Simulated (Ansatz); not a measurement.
One crystal and one scan (energy over volume and axial ratio) at two levels, r2SCAN+rVV10 (plane waves to 500 eV, PAW, scalar-relativistic; Ansatz, a program for electronic structure) and PBEsol-D3(BJ) (plane waves to 420 eV, PAW, scalar-relativistic; Ansatz), each from its own relaxed cell and on its own mesh. The cell shown is that of r2SCAN+rVV10.

BN (h-BN type, space group P6_3/mmc)

```yaml
crystal:
  lattice:
    - [2.50059, 0.00000, 0.00000]
    - [-1.25029, 2.16557, 0.00000]
    - [0.00000, 0.00000, 6.52584]
  atoms:
    - { symbol: B, position: [0.33333, 0.66667, 0.25000] }
    - { symbol: B, position: [0.66667, 0.33333, 0.75000] }
    - { symbol: N, position: [0.33333, 0.66667, 0.75000] }
    - { symbol: N, position: [0.66667, 0.33333, 0.25000] }
```

Grid over V/V₀ and (c/a)/(c/a)₀, subscript 0 meaning the relaxed cell; the conventional c axis lies along z; no internal relaxation.

Energies are smeared free energies. BN was relaxed with its symmetry unable to fall. Percentages come from the unrounded values.

Results of r2SCAN+rVV10:

| Item | Result |
|---|---|
| Lattice constant c (Å) | 6.526 |
| Relaxed volume (Å³/atom) | 8.83 |
| Modulus against c/a change at fixed volume, (3/4V)·∂²E/∂(ln c/a)² (fit, atoms clamped) (GPa) | 200 |

**Question.** What does PBEsol-D3(BJ) give for the same quantities?

**Answer.** 
```
quantity                                                                                      PBEsol-D3(BJ)  r2SCAN+rVV10 − PBEsol-D3(BJ)
--------------------------------------------------------------------------------------------  -------------  ----------------------------
Lattice constant c (Å)                                                                                6.411               +0.115 (+1.8 %)
Relaxed volume (Å³/atom)                                                                               8.68                +0.15 (+1.8 %)
Modulus against c/a change at fixed volume, (3/4V)·∂²E/∂(ln c/a)² (fit, atoms clamped) (GPa)            198                     +2 (+1 %)
```

r2SCAN+rVV10 gives the higher value for: lattice constant c; relaxed volume. They agree on: modulus against c/a change at fixed volume (within 1.5 %). Neither level is exact: the differences show how much the result hangs on the functional.

(A scan under strain: stresses follow from slopes of the energy per volume, elastic moduli from its curvatures.)
